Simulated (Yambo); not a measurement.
Yambo run on Sc2Si2O7 (space group C2/m, No. 12). The wavefunctions are PBEsol (Quantum ESPRESSO, PseudoDojo norm-conserving, 84 Ry, no spin-orbit coupling) ones on a 2×2×4 mesh (36 occupied bands); a = 5.3625 Å, b = 5.3625 Å, c = 4.6915 Å, α = 97.70°, β = 97.70°, γ = 105.12°.

Yambo input:

```
rim_cut
gw0
dyson
el_el_corr
HF_and_locXC
ppa
em1d
RandQpts= 1000000
RandGvec= 1 Ry
EXXRLvcs= 84 Ry
VXCRLvcs= 336 Ry
Chimod= "HARTREE"
% BndsRnXp
 3 | 132 |
%
NGsBlkXp= 7 Ry
% LongDrXp
 1.0 | 1.0 | 1.0 |
%
PPAPntXp= 27.2114 eV
% GbndRnge
 1 | 132 |
%
GTermKind= "BG"
DysSolver= "n"
ExtendOut
% QPkrange
 1 | 1 | 36 | 36 |
 7 | 7 | 36 | 37 |
%
```

k points by index: 1 = Γ, 7 = (-0.5, -0.5, 0).

The o-*.qp file then holds:

```
#    K-point    Band    Eo [eV]    E [eV]    E-Eo [eV]    Vxc [eV]    Vnlxc [eV]    Sc|Eo [eV]    Sc|E [eV]    dSc/dw|Eo [eV]    Re(Z)    Im(Z)
#
    1    36    0.000000    -0.911705    -0.911705    -19.77478    -25.37267    4.456789    4.686190    -6.845972    0.798985    -0.001163
    7    36    -0.190117    -1.132726    -0.942609    -19.44047    -24.99771    4.379185    4.614627    -6.795909    0.800161    -0.001174
    7    37    4.348846    6.459662    2.110816    -16.47275    -8.930779    -4.975700    -5.431151    -5.870988    0.822533    -0.001177
```
(The two width columns are left out.) Convergence of these settings isn't established.

Geometry of the Materials Project entry, not relaxed at this level.
